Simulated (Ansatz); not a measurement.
Input:

CuO:
```
CELL_PARAMETERS angstrom
      2.76081     0.00000     0.00000
      0.00000     5.26036     0.00000
      0.00000     0.00000     5.52839
ATOMIC_POSITIONS crystal
  Cu 0.00000 0.00000 0.87477
  Cu 0.00000 0.00000 0.37477
  Cu 0.50000 0.50000 0.12523
  O  0.50000 0.00000 0.12481
  O  0.00000 0.50000 0.87519
  O  0.00000 0.50000 0.37519
  Cu 0.50000 0.50000 0.62523
  O  0.50000 0.00000 0.62481
```
The run is spin-polarised; directions of the spins, atom by atom: 0 0 0 0 0 0 0 0.

This is the PBEsol-relaxed structure.

Problem. All from plane-wave PAW PBEsol (Ansatz code), unless another level is named. Give the electronic character.

Solution. metallic (no gap).

Problem. Predict the formation energy from the elements (no fitted shifts).

Solution. -0.41 eV/atom.

Problem. And the density of states at the Fermi level?

Solution. 0.54 states/eV per atom (mean over ±0.08 eV).

Space group I4/mmm. The start of the workflow was typed in or built on a structure type; neither database checked (COD, Materials Project) lists it. It is not the phase usual at ambient conditions (space group No. 15). Symmetry was held in the PBEsol relaxation, as lowered by the spin order; its stability against distortions is not shown here. The final state is antiferromagnetic, the only order run, not a proven ground state. No Hubbard U is applied. The compound may be a true metal, but semilocal functionals without U, or a wrong spin order, can also close a gap. The references are the lowest solids computed at this level, not always the standard phases (solids in place of the gases).

Potentials: the earlier of the program's two PAW sets. The files were generated under PBE; for other functionals the program regenerates the frozen cores, and for LDA and PBEsol the local potential too.
